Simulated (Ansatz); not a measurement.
A vibration from a frozen displacement in YS

Computed with DFT r2SCAN, scalar-relativistic, plane waves, PAW in Ansatz 0.2.0. Cutoff 500 eV, Γ-centred 16×16×16 k-points, Gaussian smearing of 0.15 eV. No spin polarisation. Energies are free energies at this smearing, counted from the undisturbed cell; pressure is positive in compression.

Reference structure (as given, not relaxed at this level; it stands at 2.2 GPa, and it needn't be the usual structure):

```
Y S
1.0
     0.00000    2.74365    2.74365
     2.74365    0.00000    2.74365
     2.74365    2.74365    0.00000
Y S
1 1
Direct
  0.50000 0.50000 0.50000
  0.00000 0.00000 0.00000
```

Every S atom is moved by x along the Cartesian unit vector (0.000, 0.000, -1.000); the cell and all other atoms stay fixed. The cell's volume is 41.31 Å³; the moved atoms weigh 32.060 u together and the others 88.906 u. Some rows repeat others by symmetry and weren't run.

| x (Å) | ΔE (meV/cell) | total force on the moved atoms along the move (eV/Å) | pressure (GPa) |
| --- | --- | --- | --- |
| -0.5000 | 1241.53 | 6.0355 | 15.2344 |
| -0.4375 | 903.09 | 4.8355 | 11.8997 |
| -0.3750 | 632.82 | 3.8331 | 9.1326 |
| -0.3125 | 421.82 | 2.9453 | 6.9056 |
| -0.2500 | 261.39 | 2.2095 | 5.1554 |
| -0.1875 | 143.45 | 1.5782 | 3.8396 |
| -0.1250 | 62.67 | 1.0163 | 2.9213 |
| -0.0625 | 15.51 | 0.4979 | 2.3770 |
| 0.0000 | 0.00 | 0.0000 | 2.1967 |
| 0.0625 | 15.51 | -0.4979 | 2.3770 |
| 0.1250 | 62.67 | -1.0163 | 2.9213 |
| 0.1875 | 143.45 | -1.5782 | 3.8396 |
| 0.2500 | 261.39 | -2.2095 | 5.1554 |
| 0.3125 | 421.82 | -2.9453 | 6.9056 |
| 0.3750 | 632.82 | -3.8331 | 9.1326 |
| 0.4375 | 903.09 | -4.8355 | 11.8997 |
| 0.5000 | 1241.53 | -6.0355 | 15.2344 |

What frequency belongs to this motion?

The force constant is k = −dF/dx = 7.966 eV/Å², from the parabola through x = -0.0625, 0 and 0.0625. In every cell the moved atoms swing against the rest, so the mass is μ = m₁m₂/(m₁ + m₂) = 23.563 u, and ν̃ = 521.5 cm⁻¹ × √(|k|/μ) = 303 cm⁻¹, at this cell's pressure of 2.2 GPa. To first order in x, and within 1 %, the force on every atom lies along the move and, within each of the two groups, in proportion to the atom's mass, so this is itself a mode at the zone centre of this cell.

How far does the harmonic law reach?

At x = -0.500 Å, kx²/2 = 995.80 meV against the computed 1241.53 meV (+24.7 %): the well stiffens in this direction at large amplitude.

The pressure changes with x². What does that say about the frequency under compression?

With E = k(V)x²/2, k ∝ V^(−2γ) and x scaling with the cell as V^(1/3), P − P0 = −∂E/∂V = (2γ − 2/3) ΔE/V. At x = 0.1250 Å, V(P − P0) = 41.31 × 0.72454 / 160.2 eV = 186.80 meV and ΔE = 62.67 meV, so γ = 1/3 + V(P − P0)/(2ΔE) = 1.82. This is the Grüneisen parameter of the motion under uniform scaling of the cell: shrinking the cell evenly by 1 % in volume raises the frequency by about 1.82 %.

In a metal these slopes depend on the k mesh and the smearing.